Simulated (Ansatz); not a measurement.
## Quadrupolar parameters in Li10B14Cl2O25

The cell is a Materials Project structure (computed, not necessarily an observed phase) whose atoms were relaxed with PBE, the cell held.

```cif
data_Li10B14Cl2O25
_symmetry_space_group_name_H-M 'F23'
_symmetry_Int_Tables_number 196
_cell_length_a 12.2357
_cell_length_b 12.2357
_cell_length_c 12.2357
_cell_angle_alpha 90.000
_cell_angle_beta 90.000
_cell_angle_gamma 90.000
loop_
_atom_site_label
_atom_site_type_symbol
_atom_site_symmetry_multiplicity
_atom_site_Wyckoff_symbol
_atom_site_fract_x
_atom_site_fract_y
_atom_site_fract_z
Li1 Li 16 e 0.8658 0.1342 0.8658
Li5 Li 24 g 0.4571 0.7500 0.2500
B11 B 16 e 0.6010 0.6010 0.3990
B15 B 16 e 0.0810 0.9190 0.0810
B19 B 24 f 0.7495 0.5000 0.5000
Cl25 Cl 4 d 0.2500 0.7500 0.2500
Cl26 Cl 4 c 0.7500 0.2500 0.7500
O27 O 48 h 0.1799 0.5971 0.4808
O39 O 48 h 0.5986 0.6828 0.4771
O51 O 4 a 0.0000 0.0000 0.0000
```

One atom of each set is listed; the run and its k-mesh use a cell of 51 atoms with edges of 8.65, 8.65, 8.65 Å.

Computed with Ansatz: DFT, PBE, plane waves and PAW, scalar-relativistic, 420 eV cutoff, Γ-centred 3×3×3 k-points, Fermi–Dirac smearing 0.02 eV.

V_zz is the principal component of the electric field gradient with the largest magnitude, η = (V_xx − V_yy)/V_zz and C_Q = eQV_zz/h. ν_Q = 3|C_Q|/[2I(2I − 1)].

7Li: I = 3/2, Q = -40.10 mb; 11B: I = 3/2, Q = 40.59 mb; 37Cl: I = 3/2, Q = -63.93 mb; ¹⁷O: I = 5/2, Q = -25.58 mb. Q values from Pyykkö, Mol. Phys. 116, 1328 (2018).

(1) Which values are expected at the nuclei?

## Answers

(1) 

```tsv
site	atoms	first shell	C_Q (MHz)	η	ν_Q (MHz)
Li1	4	3 O at 2.01 Å, 1 Cl at 2.45 Å; also 7 O at 2.66–3.21 Å	-0.020	0.00	0.010
Li5	6	4 O at 2.08–2.18 Å, 1 Cl at 2.53 Å	-0.176	0.77	0.088
B11	4	3 O at 1.38 Å	2.36	0.00	1.18
B15	4	4 O at 1.44–1.72 Å	1.43	0.00	0.714
B19	6	4 O at 1.48–1.49 Å	0.165	0.45	0.082
Cl25	1	6 Li at 2.53 Å	0	–	0
Cl26	1	4 Li at 2.45 Å; also 4 B at 3.16 Å	0	–	0
O27	12	2 B at 1.44–1.49 Å, 2 Li at 2.01–2.08 Å; also 2 Li at 3.02–3.21 Å	-5.13	0.76	0.769
O39	12	2 B at 1.38–1.48 Å, 1 Li at 2.18 Å; also 1 Li at 2.66 Å	-5.47	0.50	0.820
O51	1	4 B at 1.72 Å; also 4 Li at 2.84 Å	0	–	0
```

An axis of threefold or higher order runs through Li1, B11 and B15, so V_zz lies along it and η is zero. Cl25, Cl26 and O51 sit on a cubic site, where every gradient vanishes.

With these PAW files V_zz is typically within 2 to 3 % of all-electron values, but misses above 10 % occur on Li.
